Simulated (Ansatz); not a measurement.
NaF (rock salt), relaxed and computed with several functionals in Ansatz (plane waves, PAW).

```
functional  a (Å)  gap (eV)  B₀ by P(V) fit (GPa)
----------  -----  --------  --------------------
r²SCAN          ?         ?                     ?
PBEsol      4.629      6.20                  48.5
HSE06       4.638      8.47                  49.2
PBE         4.701      6.09                  44.7
LDA         4.502      6.46                  61.2
```

Task: Fill in the missing entries.

Result: 
- r²SCAN, a (Å): 4.595
- r²SCAN, gap (eV): 7.28
- r²SCAN, B₀ by P(V) fit (GPa): 54.5

All cells were relaxed under the symmetry of their starts (and spin orders); stability against distortions was not tested throughout.

Potentials: the earlier of the program's two PAW sets. The files were generated under PBE; for other functionals the program regenerates the frozen cores, and for LDA and PBEsol the local potential too.

Ansatz (a quantum-chemistry and plane-wave program) is a plane-wave DFT program.
